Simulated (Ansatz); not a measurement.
# Conduction electrons in LaIn (Pm-3m)

```
La In
1.0
     3.89617    0.00000    0.00000
     0.00000    3.89617    0.00000
     0.00000    0.00000    3.89617
La In
1 1
Direct
  0.50000 0.50000 0.50000
  0.00000 0.00000 0.00000
```

Computed, not measured; unless marked otherwise by PBEsol, all-electron LAPW in Ansatz 0.2.0, scalar-relativistic. k mesh 10×10×10, fine mesh 16×16×16, Fermi-Dirac smearing of 0.050 eV, basis error target 1 meV/atom. The cell was relaxed by PAW under this functional, which moved its volume by -4 % from the database entry's. This phase needn't be the one found at ambient conditions.

Levels and slopes are solved on a 16×16×16 mesh, and each state is taken as quadratic over its cell.

(1) What is the density of states at the Fermi level, and which bare Sommerfeld coefficient follows?

(2) What Drude plasma energy and σ/τ do the band velocities give?

(3) Which bands cross the Fermi level, and what do they carry?

(4) Map the plane k₃ = 0 of the mesh: how many bands lie under the Fermi level at each point, counted from the least on the plane?

(5) On PAW files the program sums the optical response inside the mesh cells, interband lines and its own Drude term. Where does ε₁ rise through zero (a sharp plasmon if ε₂ is small there), and how much light is reflected?

(6) What does PAW give for the same cell?

Answers

(1) N(E_F) = 0.545 states/eV/atom (both spins), so γ = (π²/3) k_B² N(E_F) = 1.28 mJ/(mol-atom K²) without electron-phonon or spin-fluctuation enhancement.

(2) (ħω_p,α)² = (e²/ε₀VN_k) Σ_nkσ (∂E/∂k_α)² δ(E − E_F) gives ħω_p = (3.23, 3.23, 3.23) eV along x, y, z, and σ/τ = ε₀ω_p² = 2.14×10²⁰ Ω⁻¹m⁻¹s⁻¹ along x. Weighted by the density of states, the mean Fermi speed is 0.357×10⁶ m/s; the surface has an area of 5.37 Å⁻² for each spin direction.

(3) 

| band | filled part | N (states/eV/cell) | speed (10⁶ m/s) | 5th to 95th percentile | area (Å⁻²) | filling |
| --- | --- | --- | --- | --- | --- | --- |
| 1 | 0.94 | 0.944 | 0.259 | 0.10 to 0.55 | 3.37 | nearly full |
| 2 | 0.06 | 0.146 | 0.99 | 0.24 to 1.22 | 2 | nearly empty |

(4) k₁ runs to the right and k₂ upwards, each from −½ to ½ with 0 in the middle (the axes needn't be at right angles):
```
1111100000001111
1111111111111111
1111111111111111
1111111111111111
0011111111111110
0011111111111110
0011111111111110
0011111111111110
0011111111111110
0011111111111110
0011111111111110
1111111111111111
1111111111111111
1111111111111111
1111100000001111
1111100000001111
```

(5) 

- Fine mesh: 16, 16, 16
- Window top: 20 eV
- Line width: 0.25 eV
- Drude damping: 0.03 eV
- ε₁ rises through zero at x: 0.4, 11.3 eV
- ε₂ there x: 25.04, 0.33
- Plasma energy (x, y, z): 3.148, 3.148, 3.148 eV
- Reflectivity at 1 eV, x-polarised: 0.6621
- Reflectivity at 2 eV, x-polarised: 0.6092
- Reflectivity at 3 eV, x-polarised: 0.5239

The plasma energy here is the program's own sum at the run's smearing; it differs from the value above by up to 3 %, through mesh and smearing.

(6) N(E_F) = 0.544 states/eV/atom and ħω_p,x = 3.23 eV.

Keep in mind: filled d bands lie too high at this level, so their transitions start too early; these sums move with the mesh, by several per cent and more for small sheets; frozen-core PAW files fitted under PBE, their cores solved anew for the functional of the run.
